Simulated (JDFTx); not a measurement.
An input for JDFTx (a modified build) (Ru(0001), CANDLE, water, 1 M NaF; bohr, hartree) and the course of its log:

```
lattice \
  5.1170574511 2.5585287161 0.0000000000 \
  0.0000000000 4.4315017383 0.0000000000 \
  0.0000000000 0.0000000000 42.3298651916
coords-type Lattice
ion Ru 0.6666666670 0.6666666670 -0.1429051340 0
ion Ru 0.0000000000 0.0000000000 -0.0476350450 0
ion Ru 0.6666666670 0.6666666670 0.0476350450 0
ion Ru 0.0000000000 0.0000000000 0.1429051340 0
ion-species pseudo/ru_pbe_v1.2.upf
elec-cutoff 20 100
elec-ex-corr gga-PBE
coulomb-interaction Slab 001
coulomb-truncation-embed 0 0 0
kpoint-folding 10 10 1
elec-smearing Fermi 0.01
elec-n-bands 43
symmetries none
electronic-scf nIterations 100 energyDiffThreshold 1e-08
fluid LinearPCM
pcm-variant CANDLE
fluid-solvent H2O
fluid-cation Na+ 1
fluid-anion F- 1
fluid-minimize nIterations 400 knormThreshold 1e-11
wavefunction read vac.wfns
elec-initial-eigenvals vac.eigenvals
dump-name f0.$VAR
dump End State Ecomponents EigStats BandEigs Forces ElecDensity IonicPositions Fillings Kpoints Dtot FluidDebug BoundCharge FluidDensity
```

```
[one cycle in 5 is shown, and the last three; fluid-solver lines are left out]
	FillingsUpdate:  mu: -0.176613501  nElectrons: 64.000000
SCF: Cycle:  0   F: -379.995649086892286   dF: +1.032e-05   |Residual|: 1.307e-03   |deigs|: 2.436e-04
	FillingsUpdate:  mu: -0.174262262  nElectrons: 64.000000
SCF: Cycle:  5   F: -379.995684792985401   dF: -1.036e-05   |Residual|: 2.680e-04   |deigs|: 4.901e-04
	FillingsUpdate:  mu: -0.173319623  nElectrons: 64.000000
SCF: Cycle: 10   F: -379.995686610760174   dF: -5.817e-07   |Residual|: 9.569e-05   |deigs|: 8.620e-05
	FillingsUpdate:  mu: -0.173330918  nElectrons: 64.000000
SCF: Cycle: 15   F: -379.995686757925171   dF: -1.978e-07   |Residual|: 4.500e-05   |deigs|: 2.890e-04
	FillingsUpdate:  mu: -0.173330023  nElectrons: 64.000000
SCF: Cycle: 20   F: -379.995686790916977   dF: -4.693e-08   |Residual|: 3.170e-05   |deigs|: 1.757e-05
	FillingsUpdate:  mu: -0.173354613  nElectrons: 64.000000
SCF: Cycle: 25   F: -379.995686742951079   dF: +5.759e-08   |Residual|: 4.856e-05   |deigs|: 3.101e-05
	FillingsUpdate:  mu: -0.173332036  nElectrons: 64.000000
SCF: Cycle: 30   F: -379.995686808689129   dF: -7.273e-08   |Residual|: 1.257e-05   |deigs|: 5.457e-06
	FillingsUpdate:  mu: -0.173329264  nElectrons: 64.000000
SCF: Cycle: 35   F: -379.995686726438976   dF: +6.014e-08   |Residual|: 6.024e-05   |deigs|: 3.305e-06
	FillingsUpdate:  mu: -0.173325811  nElectrons: 64.000000
SCF: Cycle: 40   F: -379.995686798725671   dF: +4.351e-09   |Residual|: 2.348e-05   |deigs|: 8.241e-06
	FillingsUpdate:  mu: -0.173330536  nElectrons: 64.000000
SCF: Cycle: 45   F: -379.995686633299499   dF: +1.439e-07   |Residual|: 8.914e-05   |deigs|: 2.534e-06
	FillingsUpdate:  mu: -0.173331854  nElectrons: 64.000000
SCF: Cycle: 50   F: -379.995686811625717   dF: -6.990e-08   |Residual|: 4.341e-06   |deigs|: 2.429e-05
	FillingsUpdate:  mu: -0.173336058  nElectrons: 64.000000
SCF: Cycle: 55   F: -379.995686809399160   dF: -1.568e-08   |Residual|: 1.154e-05   |deigs|: 1.070e-05
	FillingsUpdate:  mu: -0.173330820  nElectrons: 64.000000
SCF: Cycle: 60   F: -379.995686808170660   dF: -1.207e-08   |Residual|: 1.327e-05   |deigs|: 1.203e-05
	FillingsUpdate:  mu: -0.173330864  nElectrons: 64.000000
SCF: Cycle: 65   F: -379.995686807616380   dF: -1.184e-09   |Residual|: 1.352e-05   |deigs|: 5.053e-06
	FillingsUpdate:  mu: -0.173338460  nElectrons: 64.000000
SCF: Cycle: 70   F: -379.995686775961531   dF: +2.914e-08   |Residual|: 3.534e-05   |deigs|: 1.292e-05
	FillingsUpdate:  mu: -0.173322835  nElectrons: 64.000000
SCF: Cycle: 75   F: -379.995686809270978   dF: -6.437e-08   |Residual|: 1.378e-05   |deigs|: 1.278e-05
	FillingsUpdate:  mu: -0.173325094  nElectrons: 64.000000
SCF: Cycle: 80   F: -379.995686800884982   dF: -4.260e-08   |Residual|: 2.613e-05   |deigs|: 1.099e-05
	FillingsUpdate:  mu: -0.173326617  nElectrons: 64.000000
SCF: Cycle: 85   F: -379.995686776744321   dF: -1.054e-08   |Residual|: 4.276e-05   |deigs|: 1.999e-06
	FillingsUpdate:  mu: -0.173326449  nElectrons: 64.000000
SCF: Cycle: 90   F: -379.995686810726681   dF: -3.116e-08   |Residual|: 5.569e-06   |deigs|: 1.594e-05
	FillingsUpdate:  mu: -0.173334264  nElectrons: 64.000000
SCF: Cycle: 95   F: -379.995686698642714   dF: +8.904e-08   |Residual|: 6.806e-05   |deigs|: 7.263e-06
	FillingsUpdate:  mu: -0.173335652  nElectrons: 64.000000
SCF: Cycle: 97   F: -379.995686810600773   dF: -1.890e-08   |Residual|: 1.084e-05   |deigs|: 1.025e-05
	FillingsUpdate:  mu: -0.173329444  nElectrons: 64.000000
SCF: Cycle: 98   F: -379.995686784787154   dF: +2.581e-08   |Residual|: 3.210e-05   |deigs|: 6.196e-06
	FillingsUpdate:  mu: -0.173325216  nElectrons: 64.000000
SCF: Cycle: 99   F: -379.995686800442172   dF: -1.566e-08   |Residual|: 2.656e-05   |deigs|: 4.545e-06
SCF: None of the convergence criteria satisfied after 100 iterations.
IonicMinimize: Iter:   0  F: -379.995686800442172  |grad|_K:  0.000e+00
IonicMinimize: Converged (|grad|_K<1.000000e-04).
```

This run gave no converged result. The loop ran out of cycles short of its threshold. It has stalled and not diverged: the last ten energies span 1e-07 Ha, so the total is near its end, but levels, forces and charges aren't shown converged.
